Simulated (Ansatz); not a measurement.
LiNbO₃ (space group R-3c)

```
CELL_PARAMETERS angstrom
      2.56213     1.47925     4.51823
     -2.56213     1.47925     4.51823
      0.00000    -2.95850     4.51823
ATOMIC_POSITIONS crystal
  Li 0.75000 0.75000 0.75000
  Li 0.25000 0.25000 0.25000
  Nb 0.00000 0.00000 0.00000
  Nb 0.50000 0.50000 0.50000
  O  0.62539 0.87461 0.25000
  O  0.37461 0.12539 0.75000
  O  0.25000 0.62539 0.87461
  O  0.75000 0.37461 0.12539
  O  0.87461 0.25000 0.62539
  O  0.12539 0.75000 0.37461
```

Level of theory: LDA (plane waves to 420 eV, PAW, scalar-relativistic; Ansatz, a program for electronic structure). DFPT wavenumbers on a 6×6×6 k mesh, in cm⁻¹; i marks imaginary ones, q is in fractions of the reciprocal vectors of the cell shown, and the three acoustic modes at Γ are left out. The non-analytic (LO-TO) term is not included, so polar modes at Γ have their transverse values. LiNbO3 is run without spin polarisation. LiNbO3 was relaxed with its symmetry unable to fall. This is one of several known forms of LiNbO3; the measured ambient cells at hand have space group No. 161.

Problem. Does any mode at Γ come out imaginary?

Solution. Unstable at this level: the lowest mode is 197i cm⁻¹ at Γ.

Problem. List the wavenumbers at Γ, with degeneracies.

Solution. 
```
q                                                                                                                      wavenumbers (cm⁻¹)
-  --------------------------------------------------------------------------------------------------------------------------------------
Γ  197i, 111i, 43i (×2), 99, 175 (×2), 181 (×2), 280, 394 (×2), 402, 406, 425 (×2), 436, 459 (×2), 480, 499 (×2), 533 (×2), 586 (×2), 889
```
